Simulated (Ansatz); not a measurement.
The cell below belongs to a search over invented structures; it isn't taken from experiment.

Input and command of a plane-wave DFT calculation in Ansatz:

```yaml
crystal:
  lattice:
    - [3.3994646056, 1.9626818051, 5.961007566]
    - [-3.3994646056, 1.9626818051, 5.961007566]
    - [0.0, -3.9253636103, 5.961007566]
  atoms:
    - { symbol: Sn, position: [0.4905286983, 0.4905286983, 0.4905286983] }
    - { symbol: Sn, position: [0.5445630195, 0.0259969162, 0.5445630195] }
    - { symbol: Sn, position: [0.0259969162, 0.5445630195, 0.5445630195] }
    - { symbol: Sn, position: [0.5445630195, 0.5445630195, 0.0259969162] }
    - { symbol: C, position: [0.7778491341, 0.9850568292, 0.1914759151] }
    - { symbol: C, position: [0.9850568292, 0.1914759151, 0.7778491341] }
    - { symbol: C, position: [0.1914759151, 0.7778491341, 0.9850568292] }
    - { symbol: C, position: [0.1914759151, 0.9850568292, 0.7778491341] }
    - { symbol: C, position: [0.7778491341, 0.1914759151, 0.9850568292] }
    - { symbol: C, position: [0.9850568292, 0.7778491341, 0.1914759151] }
basis:
  ecutwfc: 500
kpoints:
  mp_grid: { grid: [6, 6, 6] }
hamiltonian:
  xc: r2scan
scf:
  occupations: { method: gaussian, width: 0.02 }
output:
  forces: true
  stress: true
  eigenvalues: true
```

```bash
ansatz run input.yaml --threads 1 --pin off --max-ram 2560MiB --backend cpu --events-out ev --progress --plain --runs-dir out
```

Processor: Intel(R) Xeon(R) Processor @ 2.50GHz (Skylake/Cascade Lake), 1 thread, on a host shared with other jobs.

Question: Estimate time, memory and problem size.

Answer: About 2.1 min, peak memory 1.2 GiB. It solves 50 bands at 32 k points (after reduction by symmetry) with about 6033 plane waves, in 7 SCF iterations.
